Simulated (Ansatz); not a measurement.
InHO2:
```
InHO2
1.0
    4.51952     0.00000     0.00000
    0.00000     5.27236     0.00000
    0.00000     0.00000     3.28571
In H O
2 2 4
Direct
  0.50000   0.50000   0.50000
  0.00000   0.00000   0.00000
  0.50000   0.00000   0.50000
  0.00000   0.50000   0.00000
  0.27965   0.86928   0.50000
  0.72035   0.13072   0.50000
  0.77965   0.63072   0.00000
  0.22035   0.36928   0.00000
```

The program Ansatz at the r²SCAN level (PAW) gives a gap of 2.68 eV without spin–orbit coupling, maximum at Γ, minimum at Γ.

What happens when spin–orbit coupling is switched on?

The gap hardly moves, to 2.68 eV; maximum at Γ, minimum at Γ.

Give the electron effective mass with spin–orbit coupling.

0.26 mₑ (isotropic).

Give the hole effective mass with spin–orbit coupling.

1.2 along x, 1.4 along z (mₑ).

Space group Pnnm. The workflow started from a Materials Project entry (that database holds measured and hypothetical structures alike); the Crystallography Open Database copy checked does not list it. COD files the formula under space group No. 31, so this cell is another polymorph or a model. Whether it is the stable phase at ambient conditions was not checked. The cell was relaxed with r²SCAN under the symmetry of its start; whether a distortion lowers the energy is not shown.

Potentials: the later of the program's two PAW sets.
